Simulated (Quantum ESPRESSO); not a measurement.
## BAl3P4 (input and log of a self-consistent run)

Computed values, not a measurement. The program is pw.x of Quantum ESPRESSO 7.5 (plane-wave density functional theory). The cell is made up: 8 atoms on a zincblende/diamond lattice, with randomly drawn elements, strain and displacements, not relaxed. PseudoDojo standard norm-conserving files (v0.5 for PBE, v0.4.1 for LDA and PBEsol) set the functional; there is no spin polarisation, spin-orbit coupling or dispersion term, and the masses in the input are unused placeholders.

Input:

```
&control calculation='scf', pseudo_dir='./dojo.nc.sr.pbe.v0_5.standard.upf', outdir='./o', disk_io='low', tprnfor=.true., tstress=.true. /
&system ibrav=0, nat=8, ntyp=3, nbnd=26, ecutwfc=75.99759826, nosym=.true., tot_charge=0,
 occupations='smearing', smearing='fd', degauss=0.0073498644
/
&electrons conv_thr=7.350e-09, electron_maxstep=60, /
ATOMIC_SPECIES
Al 1.0 Al.upf
B 1.0 B.upf
P 1.0 P.upf
CELL_PARAMETERS angstrom
5.8079 0.0531 -0.0116
0.0531 5.9369 -0.0523
-0.0116 -0.0523 5.831
ATOMIC_POSITIONS angstrom
B 0.0266 -0.0022 -0.025
Al -0.0559 2.9064 2.9304
Al 2.9691 0.0658 2.9041
Al 2.9847 3.0487 -0.0747
P 1.5095 1.5408 1.5082
P 1.4486 4.4302 4.2859
P 4.3396 1.5477 4.4078
P 4.4255 4.3856 1.4424
K_POINTS automatic
6 6 6 1 1 1
```

The log is shortened where brackets say so; the opening notice, blank lines, dates and the lines on written files are dropped, and the path of the files is cut. It prints rydbergs, bohrs and kilobars, and counts compression as positive stress.

```
     Program PWSCF v.7.5
     Parallel version (MPI & OpenMP), running on       4 processor cores
     Number of MPI processes:                 4
     Threads/MPI process:                     1
     [start-up lines left out]
     bravais-lattice index     =            0
     lattice parameter (alat)  =      10.9758  a.u.
     unit-cell volume          =    1356.5852 (a.u.)^3
     number of atoms/cell      =            8
     number of atomic types    =            3
     number of electrons       =        32.00
     number of Kohn-Sham states=           26
     kinetic-energy cutoff     =      75.9976  Ry
     charge density cutoff     =     303.9904  Ry
     scf convergence threshold =      7.3E-09
     mixing beta               =       0.7000
     number of iterations used =            8  plain     mixing
     Exchange-correlation= PBE
                           (   1   4   3   4   0   0   0)
     [axes and pseudopotential details left out]
   Cartesian axes
     site n.     atom                  positions (alat units)
         1        B      tau(   1) = (   0.0045798  -0.0003788  -0.0043043  )
         2        Al     tau(   2) = (  -0.0096244   0.5003999   0.5045320  )
         3        Al     tau(   3) = (   0.5111951   0.0113289   0.5000039  )
         4        Al     tau(   4) = (   0.5138810   0.5249000  -0.0128612  )
         5        P      tau(   5) = (   0.2598932   0.2652822   0.2596694  )
         6        P      tau(   6) = (   0.2494080   0.7627552   0.7379108  )
         7        P      tau(   7) = (   0.7471565   0.2664702   0.7588986  )
         8        P      tau(   8) = (   0.7619460   0.7550764   0.2483405  )
     number of k points=   108  Fermi-Dirac smearing, width (Ry)=  0.0073
     Number of k-points >= 100: set verbosity='high' to print them.
     Dense  grid:   121399 G-vectors     FFT dimensions: (  64,  64,  64)
     Estimated max dynamical RAM per process >     303.97 MB
     Estimated total dynamical RAM >       1.10 GB
     Initial potential from superposition of free atoms
     starting charge      31.9919, renormalised to      32.0000
     Starting wfcs are   32 randomized atomic wfcs
     total cpu time spent up to now is        5.9 secs
     per-process dynamical memory:   256.7 Mb
     Self-consistent Calculation
     iteration #  1     ecut=    76.00 Ry     beta= 0.70
     Davidson diagonalization with overlap
     ethr =  1.00E-02,  avg # of iterations =  3.6
     Threshold (ethr) on eigenvalues was too large:
     Diagonalizing with lowered threshold
     Davidson diagonalization with overlap
     ethr =  8.26E-04,  avg # of iterations =  2.0
     total cpu time spent up to now is       31.6 secs
     total energy              =     -75.05314049 Ry
     estimated scf accuracy    <       0.26844923 Ry
     iteration #  2     ecut=    76.00 Ry     beta= 0.70
     Davidson diagonalization with overlap
     ethr =  8.39E-04,  avg # of iterations =  2.0
     total cpu time spent up to now is       43.6 secs
     total energy              =     -75.06709224 Ry
     estimated scf accuracy    <       0.19808324 Ry
     iteration #  3     ecut=    76.00 Ry     beta= 0.70
     Davidson diagonalization with overlap
     ethr =  6.19E-04,  avg # of iterations =  2.0
     total cpu time spent up to now is       54.2 secs
     total energy              =     -75.10640279 Ry
     estimated scf accuracy    <       0.07924938 Ry
     iteration #  4     ecut=    76.00 Ry     beta= 0.70
     Davidson diagonalization with overlap
     ethr =  2.48E-04,  avg # of iterations =  1.6
     total cpu time spent up to now is       65.5 secs
     total energy              =     -75.12153251 Ry
     estimated scf accuracy    <       0.00277889 Ry
     iteration #  5     ecut=    76.00 Ry     beta= 0.70
     Davidson diagonalization with overlap
     c_bands:  1 eigenvalues not converged
     c_bands:  1 eigenvalues not converged
     c_bands:  1 eigenvalues not converged
     c_bands:  1 eigenvalues not converged
     c_bands:  1 eigenvalues not converged
     ethr =  8.68E-06,  avg # of iterations = 12.2
     total cpu time spent up to now is       86.8 secs
     total energy              =     -75.12221214 Ry
     estimated scf accuracy    <       0.00034928 Ry
     iteration #  6     ecut=    76.00 Ry     beta= 0.70
     Davidson diagonalization with overlap
     c_bands:  1 eigenvalues not converged
     ethr =  1.09E-06,  avg # of iterations =  5.9
     total cpu time spent up to now is      101.9 secs
     total energy              =     -75.12226534 Ry
     estimated scf accuracy    <       0.00006793 Ry
     iteration #  7     ecut=    76.00 Ry     beta= 0.70
     Davidson diagonalization with overlap
     ethr =  2.12E-07,  avg # of iterations =  2.0
     total cpu time spent up to now is      113.0 secs
     total energy              =     -75.12227384 Ry
     estimated scf accuracy    <       0.00000537 Ry
     iteration #  8     ecut=    76.00 Ry     beta= 0.70
     Davidson diagonalization with overlap
     ethr =  1.68E-08,  avg # of iterations =  3.5
     total cpu time spent up to now is      127.4 secs
     total energy              =     -75.12227646 Ry
     estimated scf accuracy    <       0.00000135 Ry
     iteration #  9     ecut=    76.00 Ry     beta= 0.70
     Davidson diagonalization with overlap
     ethr =  4.22E-09,  avg # of iterations =  2.0
     total cpu time spent up to now is      138.9 secs
     total energy              =     -75.12227652 Ry
     estimated scf accuracy    <       0.00000032 Ry
     iteration # 10     ecut=    76.00 Ry     beta= 0.70
     Davidson diagonalization with overlap
     ethr =  9.91E-10,  avg # of iterations =  2.0
     total cpu time spent up to now is      150.6 secs
     total energy              =     -75.12227661 Ry
     estimated scf accuracy    <       0.00000002 Ry
     iteration # 11     ecut=    76.00 Ry     beta= 0.70
     Davidson diagonalization with overlap
     ethr =  6.78E-11,  avg # of iterations =  2.2
     total cpu time spent up to now is      162.8 secs
     End of self-consistent calculation
     Number of k-points >= 100: set verbosity='high' to print the bands.
     the Fermi energy is     3.1396 ev
!    total energy              =     -75.12227661 Ry
     estimated scf accuracy    <          5.4E-09 Ry
     smearing contrib. (-TS)   =      -0.00034339 Ry
     internal energy E=F+TS    =     -75.12193323 Ry
     The total energy is F=E-TS. E is the sum of the following terms:
     one-electron contribution =       5.36295710 Ry
     hartree contribution      =       8.64098964 Ry
     xc contribution           =     -24.19239112 Ry
     ewald contribution        =     -64.93348884 Ry
     convergence has been achieved in  11 iterations
     Forces acting on atoms (cartesian axes, Ry/au):
     atom    1 type  2   force =     0.01369273   -0.00371280   -0.00199274
     atom    2 type  1   force =     0.02249867    0.00141724   -0.00092650
     atom    3 type  1   force =    -0.01406835   -0.01499196    0.00001948
     atom    4 type  1   force =    -0.02874531    0.00465277    0.02112048
     atom    5 type  3   force =    -0.02010037   -0.02323272   -0.03416610
     atom    6 type  3   force =    -0.01247055    0.03449073    0.03257506
     atom    7 type  3   force =     0.03424491   -0.04706066    0.00644893
     atom    8 type  3   force =     0.00494827    0.04843741   -0.02307860
     Total force =     0.115242     Total SCF correction =     0.000085
     Computing stress (Cartesian axis) and pressure
          total   stress  (Ry/bohr**3)                   (kbar)     P=     -128.65
  -0.00082816  -0.00002297   0.00001731         -121.83       -3.38        2.55
  -0.00002297  -0.00094759   0.00002866           -3.38     -139.40        4.22
   0.00001731   0.00002866  -0.00084783            2.55        4.22     -124.72
     init_run     :      5.50s CPU      5.77s WALL (       1 calls)
     electrons    :    155.76s CPU    156.94s WALL (       1 calls)
     forces       :      2.31s CPU      2.34s WALL (       1 calls)
     stress       :      8.77s CPU      8.77s WALL (       1 calls)
     [timing details left out]
     PWSCF        :   2m52.52s CPU   2m54.11s WALL
     JOB DONE.
```

In other units: free energy -1022.091 eV for the cell, pressure -12.86 GPa, largest force component 1.245 eV/Å. A rerun of this cell at 1317 eV and a 8 x 8 x 8 mesh moved values by no more than 0.002 eV in energy, 0.02 GPa in stress and 0.002 eV/Å in force.